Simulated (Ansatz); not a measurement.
**BiB, first-principles data**

BiB:
Space group F-43m (No. 216); a = b = c = 5.521 Å, α = β = γ = 90.00°

```tsv
atom	site	symmetry	x	y	z
Bi	4c	-43m	0.2500	0.2500	0.2500
B	4a	-43m	0.0000	0.0000	0.0000
```
(The calculation used a cell of 2 atoms; values per cell refer to that cell.)

Space group F-43m (No. 216), zinc blende; conventional cell a = 5.521 Å, b = 5.521 Å, c = 5.521 Å, α = 90.00°, β = 90.00°, γ = 90.00°.

Method: PBE in the plane-wave PAW code Ansatz. Structure relaxed to zero pressure with the same functional. Other levels are named where they apply.

**Cell and energy**

```yaml
volume_per_atom: 21.04 Å³
density: 8.67 g/cm³
Formation energy from the elements (no fitted shifts): 0.80 eV/atom
```

**Electronic structure**

```yaml
band_gap: 0.16 eV (direct)
valence_band_maximum: at Γ
conduction_band_minimum: at Γ
electron_effective_mass: 0.012 mₑ (isotropic)
Weight of the conduction-edge state by species (Voronoi cells): B 65 %, Bi 35 %
Hole effective mass, band 1 of 3 at the edge: 0.23 along [100], 1.5 along [110], 0.53 along [111] (mₑ)
Hole effective mass, band 2 of 3 at the edge: 0.23 along [100], 0.23 along [110], 0.53 along [111] (mₑ)
Hole effective mass, band 3 of 3 at the edge: 0.012 along [100], 0.011 along [110], 0.011 along [111] (mₑ)
Weight of the valence-edge state by species (Voronoi cells): B 70 %, Bi 30 %
HSE06 gap on the PBE cell: 0.76 eV
Gap with spin–orbit coupling: none (metallic)
```

**Mechanics**

```yaml
Bulk modulus (Birch–Murnaghan fit): 727 kbar
Pressure derivative B′: 4.7
Elastic constants (relaxed ions, GPa): C11 = 135, C12 = 42.9, C44 = 74.0
mechanical_stability: stable (all eigenvalues of C positive)
hill_bulk_and_shear_moduli: 73.5 and 61.0 GPa
Young's modulus: 143 GPa
Poisson's ratio: 0.17
debye_temperature_from_the_elastic_constants: 315 K
```

**Phonons**

```yaml
Highest zone-centre frequency (without LO–TO term): 64.0 meV
zone_centre_stability: no imaginary mode at Γ
```

**Charges**

```yaml
bader_charges: Bi +0.42, B -0.42 e
```

The cell is a constructed one: a structure type filled with these elements; neither database checked (COD, Materials Project) lists it. Its standing as an ambient phase is unchecked. The cell was relaxed with PBE under the symmetry of its start. The references are the lowest solids computed at this level, not always the standard phases. Scalar-relativistic: spin–orbit coupling is off unless named, which matters more the heavier the elements.

Potentials: the later of the program's two PAW sets.
